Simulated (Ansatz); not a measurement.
Au₂S:
```yaml
crystal:
  lattice:
    - [5.27854, 0.00000, 0.00000]
    - [0.00000, 5.27854, 0.00000]
    - [0.00000, 0.00000, 5.27854]
  atoms:
    - { symbol: S, position: [0.00000, 0.00000, 0.00000] }
    - { symbol: S, position: [0.50000, 0.50000, 0.50000] }
    - { symbol: Au, position: [0.25000, 0.25000, 0.75000] }
    - { symbol: Au, position: [0.25000, 0.75000, 0.25000] }
    - { symbol: Au, position: [0.75000, 0.75000, 0.75000] }
    - { symbol: Au, position: [0.75000, 0.25000, 0.25000] }
```

Relaxed with r²SCAN. Special points in fractions of this cell's reciprocal vectors: Γ (0.000, 0.000, 0.000); X (0.000, 0.500, 0.000); M (0.500, 0.500, 0.000); R (0.500, 0.500, 0.500).

Question: List the band energies nearest the valence-band maximum at these points for plane-wave PAW r²SCAN (Ansatz code).

Answer: In eV from the valence-band maximum; about four levels below and three above (degenerate sets whole), none deeper than 8.9 eV; points with the same levels are listed once.

| k | below | above |
|---|---|---|
| Γ | -1.74 -1.74 -1.74 0.00 0.00 0.00 | 2.44 2.44 2.51 |
| X | -0.66 -0.66 -0.40 -0.40 | 4.59 4.59 4.76 4.76 |
| M | -0.67 -0.67 -0.58 -0.58 | 2.86 2.86 4.38 4.38 |
| R | -0.97 -0.70 -0.70 -0.70 | 3.94 3.94 3.94 |

Space group Pn-3m. The first step of the workflow began from a Materials Project structure, measured or hypothetical; the Crystallography Open Database files this formula in space group No. 224, but the cells were not matched. Whether it is the stable phase at ambient conditions was not checked. Symmetry was held in the r²SCAN relaxation; its stability against distortions is not shown here. Spin–orbit coupling is left out wherever it is not named.

Potentials: the earlier of the program's two PAW sets.
